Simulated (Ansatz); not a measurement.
ZnPt: zone-centre modes under pressure

ZnPt, P4/mmm, a = 2.810 Å, c = 3.443 Å. The structure is a COD entry; whether it is the stable form wasn't checked. Ansatz: LDA, PAW, 420 eV, Γ-centred 16×16×12 mesh on 2 atoms, Fermi-Dirac smearing 0.15 eV; no spin polarisation. Cell and atoms are relaxed at each pressure with the symmetry kept; optical modes at Γ by linear response, in cm⁻¹, matched by rank (the highest 2 distinct ones).

```tsv
P (GPa)	V (Å³/atom)	ω1	ω2
0	13.596	163.0	211.5
2	13.475	?	?
6	13.253	175.2	226.4
```

Question: Get each mode's Grüneisen parameter γ = −d ln ω/d ln V from the other rows and predict the missing frequencies.

Answer: ln(V/V0) = 0.0000, -0.0089, -0.0256; a line through ln(ω/ω0) of the 2 known rows gives ω1: γ = 2.819, predicted 167.1, computed 167.2; ω2: γ = 2.659, predicted 216.6, computed 216.7. The worst miss is 0.1 %, or 3 % of the shift under pressure, so a constant γ serves at that level. In a metal these frequencies hang on the mesh and smearing.

Spin–orbit coupling is left out, which can shift energies with elements as heavy as these.